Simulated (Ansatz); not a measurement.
NaH (rock salt), relaxed and computed with several functionals in Ansatz (plane waves, PAW). Much of their spread follows the volume that each gives.

```tsv
functional	V (Å³/atom)	K_Hill (GPa)
r²SCAN	13.78	?
LDA	12.89	27.4
PBEsol	13.75	24.0
PBE	14.10	23.2
```

Fit a straight line to ln K against ln V and predict the withheld value.

Least squares on the 3 shown rows: ln K = -1.89 × ln V + (8.140), with a scatter of 1 %. For r²SCAN this gives 24.1. The run itself gave 24.4, within the scatter.

All cells were relaxed under the symmetry of their starts (and spin orders); stability against distortions was not tested throughout.

Potentials: the later of the program's two PAW sets.

Ansatz (a program for electronic structure) is a plane-wave DFT program.
